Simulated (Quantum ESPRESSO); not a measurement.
```cif
data_H4O4Rb4
_chemical_formula_sum 'H4 O4 Rb4'
_space_group_name_H-M_alt 'Cmc21'
_space_group_IT_number 36
_space_group_name_Hall 'C 2c -2'
_cell_length_a 4.11779
_cell_length_b 10.78809
_cell_length_c 4.20269
_cell_angle_alpha 90.000
_cell_angle_beta 90.000
_cell_angle_gamma 90.000
loop_
_atom_site_label
_atom_site_type_symbol
_atom_site_symmetry_multiplicity
_atom_site_Wyckoff_symbol
_atom_site_fract_x
_atom_site_fract_y
_atom_site_fract_z
_atom_site_occupancy
H1 H 4 a 0.00000 0.03225 0.39679 1
O1 O 4 a 0.00000 0.09821 0.23754 1
Rb1 Rb 4 a 0.00000 0.36179 0.26106 1
```
(The calculation used a cell of 6 atoms; values per cell refer to that cell.)

The geometry is that of Materials Project entry mp-626620, symmetrised and not relaxed again.

**Question.** What does PBEsol (pw.x of Quantum ESPRESSO, ONCV potentials, scalar-relativistic) give for the electronic structure near the Fermi level?

**Answer.** The PBEsol gap is direct, 3.58 eV at Γ. Another valence extremum on the path lies within 0.02 eV, too close to call. 

The structure is a Materials Project entry; no match was found in the copy of COD used, and its stability was not checked.

Letters of k points follow the standard setting of the lattice, whose axes may be ordered differently from the printed cell.
